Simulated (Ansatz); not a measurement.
**Cold compression of In (sc type)**

```
CELL_PARAMETERS angstrom
2.97068 0.00000 0.00000
0.00000 2.97068 0.00000
0.00000 0.00000 2.97068
ATOMIC_POSITIONS crystal
In 0.00000 0.00000 0.00000
```

The cell comes from a relaxation on PAW files under the same functional, begun from a prototype that needn't be the stable phase.

Its volume is scaled at fixed shape and fractional positions.

Computed with Ansatz 0.2.0; functional LDA, scalar-relativistic. Settings: a Γ-centred 14×14×14 k mesh, Fermi–Dirac smearing of 0.05 eV, no spin polarisation. Methods: LAPW: all electrons, basis error target 1 meV/atom; PAW: frozen-core files, cutoff 420 eV; crystal datasets: all electrons, by PAW datasets that the program makes for each cell; norm-conserving: pseudopotentials, cutoff 952 eV.

Energies are extrapolated to zero smearing and count from the unscaled cell; pressure is positive in compression; gaps take the mesh and a band path. No temperature or zero-point motion is included.

The PAW files were made under PBE. The structure type is held throughout; the real material can change phase at far lower pressure.

| V/V0 | V (Å³/atom) | P LAPW (GPa) | ΔE LAPW (eV/atom) | P PAW − LAPW (GPa) | ΔE PAW − LAPW (meV/atom) |
| --- | --- | --- | --- | --- | --- |
| 1.00 | 26.22 | 0.02 | 0.000 | -0.02 | 0.0 |
| 0.88 | 23.07 | 8.07 | 0.069 | -0.02 | -0.3 |
| 0.78 | 20.45 | 21.5 | 0.299 | -0.03 | -0.7 |
| 0.68 | 17.83 | 47.7 | 0.839 | -0.06 | -1.4 |
| 0.58 | 15.21 | ? | 2.011 | -0.15 | -2.9 |
| 0.50 | 13.11 | 189.9 | 3.859 | -0.28 | -5.5 |
| 0.43 | 11.27 | 338.0 | 6.791 | -0.92 | -11.5 |

**Question.** Fill in "P LAPW (GPa)" for the row "0.58".

**Answer.** 102.2.

**Question.** Fit the Vinet equation to the LAPW pressures over the whole range, with residuals weighted by 1/(|P| + 0.03·Pmax).

**Answer.** V0 = 26.27 Å³/atom, B0 = 41.4 GPa and B0′ = 5.96, and the fit misses no point by more than 3.4 GPa. A fit over so wide a range pins B0 less well than one near rest.

**Question.** At the smallest volume, how far do crystal datasets and norm-conserving lie from LAPW in pressure?

**Answer.** crystal datasets: 0.00 GPa; norm-conserving: -4.63 GPa, on a LAPW pressure of 338.0 GPa.

**Question.** How do the Löwdin populations by LAPW change from the unscaled cell to the last row?

**Answer.** In 4s 1.98 → 1.91, In 5s 1.21 → 0.87, In 4p 5.99 → 5.95, In 5p 1.83 → 2.33, In 4d 9.98 → 9.91 electrons an atom. These are projections on the shells that the free atoms fill; 0.01 e a cell lies outside them at the start and 0.02 e at the end.
